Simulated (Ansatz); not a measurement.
**Eigenvalues along a path: Pb (bcc type)**

```
Pb
1.0
    -1.79295    1.79295    1.79295
     1.79295   -1.79295    1.79295
     1.79295    1.79295   -1.79295
Pb
1
Direct
  0.00000 0.00000 0.00000
```

The cell comes from a relaxation on PAW files under the same functional, begun from a prototype that needn't be the stable phase.

Level of theory: DFT with LDA, scalar-relativistic, in Ansatz 0.2.0; a Γ-centred 14×14×14 k mesh, Fermi–Dirac smearing of 0.05 eV, no spin polarisation. LAPW: all electrons, basis error target 1 meV/atom.

This run: volume at 0.8 of the series' base cell.

Spin–orbit coupling is left out, which matters for the heavy atoms. The structure type is held throughout; the real material can change phase at far lower pressure.

Path points, in fractions of the reciprocal vectors: Γ (0.000, 0.000, 0.000), H (0.500, -0.500, 0.500), N (0.000, 0.000, 0.500), P (0.250, 0.250, 0.250). The distance column jumps between branches of the path. Levels in eV from the Fermi level; bands 12 to 20, counted from the lowest band of the run. The gap is zero, the pressure 20.2 GPa.

```
# k(1/Å) point b12 b13 b14 b15 b16 b17 b18 b19 b20
0.000 Γ -17.46 -17.46 -17.46 -16.96 -16.96 -14.00 10.35 10.35 10.35
0.219 - -17.45 -17.45 -17.44 -16.98 -16.95 -13.79 8.79 9.43 9.43
0.438 - -17.40 -17.40 -17.36 -17.06 -16.95 -13.16 6.28 7.42 7.42
0.657 - -17.31 -17.31 -17.24 -17.17 -17.00 -12.10 4.04 5.28 5.28
0.876 - -17.30 -17.19 -17.19 -17.12 -17.09 -10.63 2.28 3.30 3.30
1.095 - -17.44 -17.29 -17.03 -17.03 -16.95 -8.82 1.02 1.62 1.62
1.314 - -17.55 -17.47 -16.88 -16.88 -16.82 -6.79 0.16 0.33 0.33
1.533 - -17.63 -17.61 -16.76 -16.76 -16.74 -4.82 -0.48 -0.48 -0.44
1.752 H -17.66 -17.66 -16.71 -16.71 -16.71 -3.80 -0.76 -0.76 -0.76
1.907 - -17.64 -17.64 -16.75 -16.74 -16.71 -4.30 -1.09 -0.62 -0.16
2.062 - -17.60 -17.57 -16.87 -16.80 -16.70 -5.22 -1.87 -0.21 1.00
2.217 - -17.53 -17.46 -17.03 -16.89 -16.69 -6.11 -2.79 0.43 2.14
2.372 - -17.48 -17.33 -17.21 -16.98 -16.67 -6.84 -3.68 1.27 3.11
2.527 - -17.47 -17.39 -17.20 -17.03 -16.66 -7.40 -4.45 2.22 3.96
2.681 - -17.54 -17.50 -17.07 -17.03 -16.64 -7.79 -5.04 3.19 4.78
2.836 - -17.63 -17.55 -17.00 -16.99 -16.64 -8.02 -5.41 4.01 5.51
2.991 N -17.66 -17.57 -16.99 -16.96 -16.63 -8.09 -5.54 4.35 5.87
3.146 - -17.66 -17.56 -17.00 -16.96 -16.67 -8.89 -4.54 4.50 5.98
3.301 - -17.64 -17.53 -17.01 -16.96 -16.76 -10.16 -2.68 4.97 6.31
3.456 - -17.60 -17.48 -17.02 -16.96 -16.90 -11.32 -0.52 5.71 6.84
3.611 - -17.56 -17.44 -17.07 -17.03 -16.96 -12.29 1.82 6.67 7.55
3.766 - -17.53 -17.43 -17.22 -17.01 -16.96 -13.05 4.31 7.79 8.41
3.920 - -17.49 -17.44 -17.35 -16.99 -16.96 -13.58 6.85 8.95 9.32
4.075 - -17.47 -17.46 -17.43 -16.96 -16.96 -13.89 9.20 9.93 10.08
4.230 Γ -17.46 -17.46 -17.46 -16.96 -16.96 -14.00 10.35 10.35 10.35
4.420 - -17.47 -17.47 -17.41 -16.96 -16.96 -13.84 8.80 9.67 9.67
4.610 - -17.48 -17.48 -17.28 -16.98 -16.98 -13.37 6.06 7.87 7.87
4.799 - -17.50 -17.50 -17.13 -16.99 -16.99 -12.55 3.33 5.90 5.90
4.989 - -17.51 -17.51 -17.00 -16.99 -16.99 -11.42 0.89 4.03 4.03
5.179 - -17.50 -17.50 -16.98 -16.98 -16.94 -10.02 -1.09 2.32 2.32
5.368 - -17.46 -17.46 -16.98 -16.97 -16.97 -8.52 -2.44 0.81 0.81
5.558 - -17.39 -17.39 -17.11 -16.96 -16.96 -7.38 -2.72 -0.48 -0.48
5.748 P -17.30 -17.30 -17.30 -16.95 -16.95 -7.06 -1.52 -1.52 -1.52
5.937 - -17.47 -17.21 -17.21 -16.95 -16.95 -7.16 -2.28 -2.28 0.63
6.127 - -17.58 -17.17 -17.17 -16.94 -16.94 -7.22 -2.72 -2.72 3.19
6.317 - -17.57 -17.21 -17.21 -16.89 -16.89 -7.12 -2.84 -2.84 5.76
6.506 - -17.44 -17.31 -17.31 -16.83 -16.83 -6.81 -2.65 -2.65 6.91
6.696 - -17.43 -17.43 -17.22 -16.78 -16.78 -6.27 -2.21 -2.21 4.97
6.886 - -17.55 -17.55 -16.98 -16.75 -16.75 -5.47 -1.60 -1.60 2.46
7.075 - -17.63 -17.63 -16.79 -16.72 -16.72 -4.47 -1.02 -1.02 0.31
7.265 H -17.66 -17.66 -16.71 -16.71 -16.71 -3.80 -0.76 -0.76 -0.76
8.782 P -17.30 -17.30 -17.30 -16.95 -16.95 -7.06 -1.52 -1.52 -1.52
8.892 - -17.39 -17.31 -17.20 -16.96 -16.95 -7.12 -2.39 -1.35 -0.59
9.002 - -17.46 -17.34 -17.09 -16.96 -16.95 -7.28 -3.17 -0.85 0.41
9.111 - -17.53 -17.38 -16.98 -16.96 -16.96 -7.48 -3.86 -0.10 1.46
9.221 - -17.58 -17.44 -16.97 -16.96 -16.87 -7.68 -4.44 0.83 2.55
9.330 - -17.62 -17.49 -16.98 -16.96 -16.77 -7.86 -4.91 1.89 3.64
9.440 - -17.64 -17.53 -16.98 -16.96 -16.70 -7.98 -5.26 2.98 4.67
9.549 - -17.66 -17.56 -16.99 -16.96 -16.65 -8.06 -5.47 3.93 5.51
9.659 N -17.66 -17.57 -16.99 -16.96 -16.63 -8.09 -5.54 4.35 5.87
```
